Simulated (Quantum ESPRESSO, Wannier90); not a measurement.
**Si (P6₃/mmc, model phase), plane waves to Wannier functions**

```yaml
crystal:
  lattice:
    - [3.83132, 0.00000, 0.00000]
    - [-1.91566, 3.31802, 0.00000]
    - [0.00000, 0.00000, 6.33262]
  atoms:
    - { symbol: Si, position: [0.33333, 0.66667, 0.06301] }
    - { symbol: Si, position: [0.66667, 0.33333, 0.93699] }
    - { symbol: Si, position: [0.66667, 0.33333, 0.56301] }
    - { symbol: Si, position: [0.33333, 0.66667, 0.43699] }
```

Cell from Materials Project (mp-165), symmetrised, no further relaxation. This isn't the element's usual structure (diamond); take it as a model of another phase. Method: PBEsol plane waves in Quantum ESPRESSO 7.5 (PseudoDojo norm-conserving files, 29 Ry, no spin polarisation, no spin-orbit coupling), Bloch states on a 12×12×6 mesh through Γ, Wannier90 4.0.1. Density: 12×12×6 mesh, Gaussian smearing 0.01 Ry.

Base run: 16 functions from bands 1-26 of the 26 computed, start hydrogen-like Si: s;p, centres 0.05 Å off the atoms, frozen window up to 1.81 eV relative to the valence-band maximum, outer window open. Rows change the key named; with other orbitals the number of functions and the frozen window follow, as listed; window edges are relative to the valence-band maximum. The misfit compares interpolated bands with pw.x on a high-symmetry path, for states up to 1.3 eV relative to the valence-band maximum. Converged means that the tolerances were met: symmetric starts can stop on a saddle, which shows as a larger Ω_OD at equal Ω_I and can move the misfit too.

Rows with other orbitals or bands describe another subspace, so their Ω_I can't be set against the base's. Runs that didn't settle are not listed.

```json
[
 {"setting": "base", "orbitals": "Si sp", "bands": "1-26", "functions": "16", "frozen to (eV)": "1.81", "Ω_I (Å²)": "29.10", "Ω_D (Å²)": "0.13", "Ω_OD (Å²)": "3.38", "rms misfit (meV)": "5.4", "worst (meV)": "84", "ended": "converged"},
 {"setting": "num_iter = 0 (projection only), orbitals on the atoms", "orbitals": "Si sp", "bands": "1-26", "functions": "16", "frozen to (eV)": "1.81", "Ω_I (Å²)": "29.08", "Ω_D (Å²)": "0.19", "Ω_OD (Å²)": "13.38", "rms misfit (meV)": "5.8", "worst (meV)": "81", "ended": "no minimisation"},
 {"setting": "start: the same orbitals exactly on the atoms", "orbitals": "Si sp", "bands": "1-26", "functions": "16", "frozen to (eV)": "1.81", "Ω_I (Å²)": "29.08", "Ω_D (Å²)": "0.13", "Ω_OD (Å²)": "3.37", "rms misfit (meV)": "5.2", "worst (meV)": "81", "ended": "converged"},
 {"setting": "start: sp3 on every atom", "orbitals": "Si sp", "bands": "1-26", "functions": "16", "frozen to (eV)": "1.81", "Ω_I (Å²)": "29.08", "Ω_D (Å²)": "0.13", "Ω_OD (Å²)": "3.37", "rms misfit (meV)": "5.3", "worst (meV)": "83", "ended": "converged"},
 {"setting": "start: atomic waves of the pseudopotential files", "orbitals": "Si 3s, Si 3p", "bands": "1-26", "functions": "16", "frozen to (eV)": "1.81", "Ω_I (Å²)": "29.08", "Ω_D (Å²)": "0.13", "Ω_OD (Å²)": "3.38", "rms misfit (meV)": "5.3", "worst (meV)": "82", "ended": "converged"},
 {"setting": "atomic waves with projectability windows 0.01 and 0.95", "orbitals": "Si 3s, Si 3p", "bands": "1-26", "functions": "16", "frozen to (eV)": "1.81", "Ω_I (Å²)": "29.31", "Ω_D (Å²)": "0.13", "Ω_OD (Å²)": "3.42", "rms misfit (meV)": "5.2", "worst (meV)": "81", "ended": "converged"},
 {"setting": "start: SCDM erfc, mu = fit minus three sigma, no disentanglement steps", "orbitals": "Si 3s, Si 3p", "bands": "1-26", "functions": "16", "frozen to (eV)": "none", "Ω_I (Å²)": "65.31", "Ω_D (Å²)": "1.12", "Ω_OD (Å²)": "26.88", "rms misfit (meV)": "5.2", "worst (meV)": "31", "ended": "converged"}
]
```
